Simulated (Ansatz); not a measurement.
This run works on a generated trial structure, not on a known crystal.

Input and command of a plane-wave DFT calculation in Ansatz:

```yaml
crystal:
  lattice:
    - [4.96703776, 0.0, 0.0]
    - [0.0, 4.96703776, 0.0]
    - [0.0, 0.0, 6.49619983]
  atoms:
    - { symbol: Rb, position: [0.5, 0.0, 0.99838283] }
    - { symbol: Rb, position: [0.0, 0.5, 0.99838283] }
    - { symbol: Zr, position: [0.0, 0.0, 0.21112203] }
    - { symbol: H, position: [0.64655422, 0.5, 0.31190989] }
    - { symbol: H, position: [0.35344578, 0.5, 0.31190989] }
    - { symbol: H, position: [0.5, 0.64655422, 0.31190989] }
    - { symbol: H, position: [0.5, 0.35344578, 0.31190989] }
basis:
  ecutwfc: 420
kpoints:
  mp_grid: { grid: [3, 3, 2] }
hamiltonian:
  xc: pbe
scf:
  occupations: { method: gaussian, width: 0.15 }
  lower_state_search: "off"
output:
  forces: true
  stress: true
  eigenvalues: true
relax:
  adjacent_minimum: "off"
  f_tol: 0.08
  max_steps: 16
  cell: { stress_tol: 0.8 }
```

```bash
ansatz run input.yaml --threads 1 --pin off --max-ram 2560MiB --backend cpu --events-out ev --progress --plain --runs-dir out
```

Processor: Intel(R) Xeon(R) Processor @ 2.50GHz (Skylake/Cascade Lake), 1 thread, on a host shared with other jobs.

**Question.** Estimate time, memory and problem size.

**Answer.** About 2.9 min, peak memory 0.39 GiB. It solves 24 bands at 6 k points (after reduction by symmetry) with about 2285 plane waves (on the last cell), in 87 SCF iterations over 12 ionic steps.
